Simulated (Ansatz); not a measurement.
A plane-wave DFT run in Ansatz 0.2.0 (scalar-relativistic PAW potentials unless the input names others): input and command.

```yaml
crystal:
  lattice:
    - [4.4571684928, 0.0, 0.0]
    - [0.0, 4.4571684928, 0.0]
    - [0.0, 0.0, 4.4571684928]
  atoms:
    - { symbol: Sc, position: [0.0, 0.5, 0.5] }
    - { symbol: Sc, position: [0.5, 0.0, 0.5] }
    - { symbol: Sc, position: [0.5, 0.5, 0.0] }
    - { symbol: F, position: [0.0, 0.0, 0.0] }
kpoints:
  mp_grid: { grid: [10, 10, 10] }
hamiltonian:
  xc: r2scan
scf:
  occupations: { method: gaussian, width: 0.1 }
output:
  forces: true
  eigenvalues: true
  stress: true
accuracy: high
```

```bash
ansatz run input.yaml --threads 1 --pin off --max-ram 2560MiB --backend cpu --events-out ev --progress --plain --runs-dir out
```

Abridged log:
```
Basis set: ecut = 500 eV, 2301 PW (Γ), exchange–correlation on 200×200×200 points (125 copies of the dense FFT grid, shifted against one another)
Bands: 24, of which v1, the nominal top of the filled ones, is band 20 counted from 1 (19 counted from 0)
Symmetry: 48 space group operations
k-points: 56 of 1000
SCF iter   1: F=—  HF=-7228.717418 eV  |F-HF|=—  |Δ(HF+E_count)|=         —  Δρ=1.51e-2  dr2=2.69e-1  dr2_τ=4.03e-2  ethr=1.77e-3  ⟨swp⟩=4.8  Hψ=5602  notcnv=0
SCF iter   2: F=—  HF=-7228.749878 eV  |F-HF|=—  |Δ(HF+E_count)|=   3.25e-2  Δρ=5.95e-3  dr2=2.77e-2  dr2_τ=3.82e-3  ethr=6.72e-4  ⟨swp⟩=2.1  Hψ=2437  notcnv=0
SCF iter   3: F=—  HF=-7228.747612 eV  |F-HF|=—  |Δ(HF+E_count)|=   2.27e-3  Δρ=2.31e-3  dr2=9.77e-3  dr2_τ=3.91e-4  ethr=6.92e-5  ⟨swp⟩=2.2  Hψ=1805  notcnv=0
SCF iter   4: F=—  HF=-7228.746391 eV  |F-HF|=—  |Δ(HF+E_count)|=   1.22e-3  Δρ=1.26e-3  dr2=1.06e-3  dr2_τ=1.26e-4  ethr=2.44e-5  ⟨swp⟩=2.0  Hψ=1716  notcnv=0
SCF iter   5: F=—  HF=-7228.746576 eV  |F-HF|=—  |Δ(HF+E_count)|=   1.85e-4  Δρ=3.76e-4  dr2=1.32e-4  dr2_τ=7.01e-6  ethr=2.66e-6  ⟨swp⟩=2.0  Hψ=1732  notcnv=0
SCF iter   6: F=—  HF=-7228.746655 eV  |F-HF|=—  |Δ(HF+E_count)|=   7.87e-5  Δρ=1.93e-4  dr2=2.93e-5  dr2_τ=1.73e-6  ethr=3.30e-7  ⟨swp⟩=2.0  Hψ=1767  notcnv=0
SCF iter   7: F=—  HF=-7228.746661 eV  |F-HF|=—  |Δ(HF+E_count)|=   6.38e-6  Δρ=4.57e-5  dr2=2.48e-6  dr2_τ=2.71e-8  ethr=7.33e-8  ⟨swp⟩=2.0  Hψ=1769  notcnv=0
SCF iter   8: F=—  HF=-7228.746662 eV  |F-HF|=—  |Δ(HF+E_count)|=   1.37e-6  Δρ=1.23e-5  dr2=1.33e-7  dr2_τ=3.91e-9  ethr=6.20e-9  ⟨swp⟩=2.0  Hψ=1777  notcnv=0
SCF iter   9: F=-7228.746663 eV  HF=-7228.746663 eV  |F-HF|=6.46e-9  |Δ(HF+E_count)|=   1.17e-7  Δρ=2.83e-6  dr2=6.54e-9  dr2_τ=1.87e-10  ethr=2.50e-10  ⟨swp⟩=4.9  Hψ=4672  notcnv=0
SCF iter  10: F=—  HF=-7228.746663 eV  |F-HF|=—  |Δ(HF+E_count)|=   1.07e-8  Δρ=8.06e-7  dr2=6.88e-10  dr2_τ=2.34e-11  ethr=1.63e-11  ⟨swp⟩=2.5  Hψ=2392  notcnv=0
SCF iter  11: F=—  HF=-7228.746663 eV  |F-HF|=—  |Δ(HF+E_count)|=  5.05e-10  Δρ=2.50e-7  dr2=6.80e-11  dr2_τ=1.36e-12  ethr=1.72e-12  ⟨swp⟩=2.0  Hψ=1776  notcnv=0
SCF iter  12: F=-7228.746663 eV  HF=-7228.746663 eV  |F-HF|=0.00e0  |Δ(HF+E_count)|=  5.55e-11  Δρ=6.17e-8  dr2=3.75e-12  dr2_τ=8.28e-14  ethr=1.00e-12  ⟨swp⟩=4.1  Hψ=4319  notcnv=0
SCF 1 converged in 12 iterations: F = -7228.746663 eV  dr2 = 3.75e-12
SCF converged after 12 iterations
Free energy (F): -7228.746663 eV
Harris-Foulkes:  -7228.746663 eV  (|F-HF|=0.00e0)
Internal energy: -7228.678904 eV  (E = F + TS)
E sigma→0 (E₀):  -7228.712784 eV
Entropy (-TS):   -0.067758 eV (-16.940 meV/atom)
Fermi energy:    8.402511 eV
--- Forces (eV/Å), atoms counted from 1 ---
  atom   1  Sc     0.00000000     0.00000000     0.00000000
  atom   2  Sc     0.00000000     0.00000000     0.00000000
  atom   3  Sc     0.00000000     0.00000000     0.00000000
  atom   4  F      0.00000000     0.00000000     0.00000000
--- Stress (GPa, compression-positive) ---
       -0.000885       0.000000       0.000000
        0.000000      -0.000885       0.000000
        0.000000       0.000000      -0.000885
  P = ⅓ Tr σ = -0.0009 GPa (-0.009 kbar)
```

Apart from outputs, empty bands and the relaxation, which only the reference makes, the input differs from a reference run on usual settings in accuracy: not typed → "high"; basis.ecutwfc: 500 → not typed. The reference, at the same geometry, ended its own course with pressure 0.00 GPa, largest force 0.000 eV/Å, no gap on the mesh. This run converged in 12 SCF iterations with an energy at zero smearing within 0.01 meV/atom of the reference's, pressure 0.00 GPa, largest force 0.000 eV/Å, no gap on the mesh.

The run took 31 s on 1 thread of Arm Neoverse V2, on a shared host, peak memory 0.94 GiB.